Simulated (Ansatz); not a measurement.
# Profile along the Zr–O line in ZrO2 (fluorite)

ZrO₂ (fluorite)

```cif
data_O2Zr
_chemical_formula_sum 'Zr1 O2'
_space_group_name_H-M_alt 'P 1'
_space_group_IT_number 1
_cell_length_a 3.61747
_cell_length_b 3.61747
_cell_length_c 3.61747
_cell_angle_alpha 60.000
_cell_angle_beta 60.000
_cell_angle_gamma 60.000
loop_
_space_group_symop_operation_xyz
  'x, y, z'
loop_
_atom_site_label
_atom_site_type_symbol
_atom_site_fract_x
_atom_site_fract_y
_atom_site_fract_z
_atom_site_occupancy
Zr1 Zr 0.00000 0.00000 0.00000 1
O1 O 0.25000 0.25000 0.25000 1
O2 O 0.75000 0.75000 0.75000 1
```

Fields along a shortest Zr–O line of a {110} plane (2.22 Å), from Zr to O, interpolated on the slice's grid (step about 0.2 Å). Calculation: PBE (plane waves to 420 eV, PAW, scalar-relativistic; Ansatz, an electronic-structure program). k mesh 11×11×11. Near the nuclei the fields are pseudised (PAW); where an atom keeps semicore shells as valence, they peak there. The PAW data are Ansatz's earlier set. This is a high-temperature form of ZrO2. ZrO2 is run without spin polarisation. ZrO2 was relaxed with its symmetry unable to fall.

```csv
distance from Zr (Å),valence electron density (e/Å³),electron localisation function,density of the highest valence band (e/Å³),density of the lowest conduction band (e/Å³)
0.00,3.44,x,0.002,0.011
0.11,3.65,x,0.007,0.011
0.22,4.06,x,0.016,0.012
0.33,4.28,x,0.024,0.020
0.44,4.08,0.72,0.027,0.028
0.56,3.40,0.80,0.027,0.034
0.67,2.51,0.80,0.025,0.036
0.78,1.66,0.71,0.023,0.035
0.89,1.03,0.49,0.025,0.032
1.00,0.66,0.27,0.031,0.027
1.11,0.52,0.19,0.041,0.025
1.22,0.53,0.31,0.058,0.025
1.33,0.68,0.55,0.087,0.027
1.44,0.98,0.76,0.133,0.033
1.55,1.52,0.83,0.200,0.043
1.67,2.45,0.82,0.277,0.054
1.78,3.84,0.77,0.326,0.058
1.89,5.53,x,0.304,0.053
2.00,7.17,x,0.202,0.036
2.11,8.33,x,0.074,0.017
2.22,8.75,x,0.010,0.008
```

x: too close to a nucleus for the ELF to mean much. Band densities are of whole bands, smooth part only.

Density on the Zr–O line (2.22 Å) at its density minimum, 1.2 Å from Zr: 0.51 e/Å³. ELF at that point: 0.2. Element round which the density of the highest valence band (whole band, smooth part) is largest on this plane: O.
